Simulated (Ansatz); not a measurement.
The start is a randomly generated symmetric cell of Bi (space group No. 15). A full variable-cell relaxation at zero pressure is run with PBEsol (plane waves to 420 eV, PAW, scalar-relativistic; Ansatz, a program for electronic structure). First-step values are on the input's coarse k-mesh.

Ansatz input (later rounds restart from its end on a renewed k-mesh):
Ansatz 0.2 input:
```yaml
crystal:
  lattice:
    - [2.964124, -3.7058649, 0]
    - [2.964124, 3.7058649, 0]
    - [-0.0931007, 0, 3.0820031]
  atoms:
    - { symbol: Bi, position: [0.12252115, 0.87747885, 0.75] }
    - { symbol: Bi, position: [0.87747885, 0.12252115, 0.25] }
basis: { ecutwfc: 420, ecutrho_ratio: 4, xc_grid: 2, fft_grid_basis: typed }
kpoints: { mp_grid: { grid: [7, 7, 11] } }
hamiltonian:
  xc: pbesol
  dispersion: none
  pseudopotentials: { azcp: { folder: ./paw }, kind: paw }
scf: { occupations: { method: fermi_dirac, width: 0.05 } }
relax: { f_tol: 0.01, max_steps: 100, cell: { stress_tol: 0.02 } }
output: { forces: true, stress: true }
```

```json
{
  "initial_pressure": "+41.1 GPa (positive: the cell is compressed)",
  "largest_initial_force": "14.84 eV/Å, on Bi1, Bi2 (atoms numbered as listed)",
  "outcome": "The space group goes from C2/c (No. 15) to P6/mmm (No. 191); the end is AFLOW prototype A_hP1_191_a (A_f, as in Sn), with 1 atom in the primitive cell",
  "energy_released": "2.69 eV/atom",
  "volume_change": "-5.2 %, from 33.85 to 32.11 Å³/atom",
  "Shortest distances (start → end)": "The closest pairs of elements (up to four, under 3.6 Å), start → end: Bi–Bi 2.38 → 3.25 Å",
  "band_gap_at_the_end": "zero (metallic)",
  "optimiser_moves": "31"
}
```

Relaxed structure:

Space group P6/mmm (No. 191); a = 3.3795 Å, b = 3.3795 Å, c = 3.2462 Å, α = 90.00°, β = 90.00°, γ = 120.00°

```tsv
atom	site	symmetry	x	y	z
Bi	1a	6/mmm	0.0000	0.0000	0.0000
```

Final values are on a 16×16×14 k-mesh of the relaxed cell. No spin polarisation in the result.

The run could not lose the symmetry of its start, so the end can be a saddle point.

The relaxed structure here is a generated cell of Bi: the first start was made by a random draw of sites in a space group, and the end was not matched to a known phase here, so it may be hypothetical. Known forms of Bi include space group No. 166.
